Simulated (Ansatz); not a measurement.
Fe-57 Mössbauer parameters in MgVFeP4O14

Cell: a computed structure from the Materials Project (it need not be an observed phase), taken as it stands.

```
Mg V Fe P O
1.0
     5.01683    0.00000    0.00000
    -2.25772    6.46775    0.00000
    -0.04429   -0.07664    8.35285
Mg V Fe P O
1 1 1 4 14
Direct
  0.61696 0.81699 0.61051
  0.79798 0.28785 0.48746
  0.21235 0.72322 0.00935
  0.62766 0.49850 0.81085
  0.78368 0.91704 0.22037
  0.23254 0.07898 0.72118
  0.38922 0.51070 0.31884
  0.96344 0.09290 0.63987
  0.89442 0.11140 0.32051
  0.84733 0.50205 0.93531
  0.73308 0.51917 0.63593
  0.56594 0.36785 0.33132
  0.45226 0.05972 0.59581
  0.37553 0.28061 0.82694
  0.60127 0.74847 0.36170
  0.57431 0.92228 0.09043
  0.48044 0.66466 0.82322
  0.27512 0.51083 0.15133
  0.17872 0.49117 0.45711
  0.14857 0.89739 0.83231
  0.01301 0.83169 0.16977
```

Atom numbers follow the list; atoms alike are taken as one site, whose name carries the number of the first.

Method: Kohn–Sham DFT in Ansatz, PBE, plane waves and PAW, scalar-relativistic, collinear spin, 420 eV cutoff, Γ-centred 5×4×3 k-points, Fermi–Dirac smearing 0.02 eV. Start moments as typed (μB): -1 on each V, 4 on each Fe, none on the rest.

Isomer shifts (against α-Fe) follow from the electron density at the nucleus, δ = α(ρ − ρ₀), with α = -0.366 mm s⁻¹ a₀³ and ρ₀ = 14904.00 a₀⁻³ from a line fitted to 10 measured compounds at this level of theory (rms miss 0.11 mm/s). ΔE_Q = ½eQV_zz(1 + η²/3)^½ with Q = 0.160 b for the 14.4 keV state. B_c is the Fermi-contact field along the atom's own moment; orbital and dipolar fields are not included.

Problem. What would the Fe-57 spectrum's parameters be?

Solution. 

```csv
site,atoms,first shell,ρ − ρ₀ (a₀⁻³),δ (mm/s),ΔE_Q (mm/s),η,|m| (μB),B_c (T)
Fe,3,6 O at 1.96–2.18 Å,-1.99,0.73,-0.44,0.49,3.81,-34.5
```



The largest force is 0.9 eV/Å, so the atoms aren't at the calculated equilibrium and relaxing them would move these values. With these PAW files V_zz is typically within 2 to 3 % of all-electron values, but misses above 10 % occur on Fe. With a gap of 0.2 eV on this mesh, the gradients can still move by some per cent as the k-mesh gets denser. The magnetic order is the one that the run reached from its start moments, not necessarily the measured one. Semilocal functionals underestimate the core's spin polarisation, so contact fields of ionic iron come out too small in magnitude.
